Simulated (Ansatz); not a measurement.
# SiGe4Pt, before and after

A trial structure of SiGe4Pt was built thus: random cell by space group and Wyckoff sites (I4/mmm, No. 139). Its size is a rough estimate.

start.cif

```cif
data_structure
_symmetry_space_group_name_H-M 'I4/mmm'
_symmetry_Int_Tables_number 139
_cell_length_a 6.2293
_cell_length_b 6.2293
_cell_length_c 3.7177
_cell_angle_alpha 90.000
_cell_angle_beta 90.000
_cell_angle_gamma 90.000
_cell_volume 144.26
loop_
_atom_site_label
_atom_site_type_symbol
_atom_site_symmetry_multiplicity
_atom_site_Wyckoff_symbol
_atom_site_fract_x
_atom_site_fract_y
_atom_site_fract_z
_atom_site_occupancy
Si1 Si 2 a 0.00000 0.00000 0.00000 1
Ge1 Ge 8 g 0.00000 0.50000 0.12379 1
Pt1 Pt 2 b 0.00000 0.00000 0.50000 1
```

Computed with DFT PBE, scalar-relativistic, plane waves, PAW (Ansatz 0.2.0). Cutoff 420 eV, Gaussian smearing, Γ-centred meshes. Cell and atoms relax first on a coarse mesh and then on a finer one. In between, the cell is made exact in the group found at 0.06 Å. In metals the finer mesh still leaves noise of several meV/atom or more. The steps can't lower the symmetry of their start. No spin polarisation.

end.cif

```cif
data_structure
_symmetry_space_group_name_H-M 'I4/mmm'
_symmetry_Int_Tables_number 139
_cell_length_a 3.8878
_cell_length_b 3.8878
_cell_length_c 14.8802
_cell_angle_alpha 90.000
_cell_angle_beta 90.000
_cell_angle_gamma 90.000
_cell_volume 224.91
loop_
_atom_site_label
_atom_site_type_symbol
_atom_site_symmetry_multiplicity
_atom_site_Wyckoff_symbol
_atom_site_fract_x
_atom_site_fract_y
_atom_site_fract_z
_atom_site_occupancy
Si1 Si 2 a 0.00000 0.00000 0.00000 1
Ge1 Ge 8 g 0.00000 0.50000 0.14409 1
Pt1 Pt 2 b 0.50000 0.50000 0.00000 1
```

The symmetry stays I4/mmm (No. 139). The volume per atom grows by 55.9 %, from 12.0 to 18.7 Å³. The shortest distance goes from 0.92 Å (Ge–Ge) to 2.75 Å (Si–Pt and Ge–Ge). The ratio c/a of the conventional cell changes by a factor of 6.41. The energy falls by about 103.6 eV/atom (the start's value is from the coarse mesh).

```json
{"Volume per atom": "18.7 Å³", "Density": "7.6 g/cm³", "Energy over the elements": "+0.19 eV/atom", "Gap on the 12×12×12 mesh of the 6-atom cell": "0 eV (a metal)"}
```

The zero of energy is the elements' standard structures at the same level; no fitted shifts are applied. It can't be a ground state, since the elements alone are lower.

The last run used Gaussian smearing of 0.10 eV. Weakly bound directions are ill-defined at this level, which has no dispersion term. Spin–orbit coupling, which can matter for Pt, is left out. A structure relaxed within its symmetry needn't be a true minimum. In all, the 3 runs took 13 min on 1 thread of Intel(R) Xeon(R) 6975P-C (Granite Rapids) (shared host). Another cell of SiGe4Pt relaxed alike, in I422, lies 64 meV/atom lower, so this cell isn't the stable form at this level.
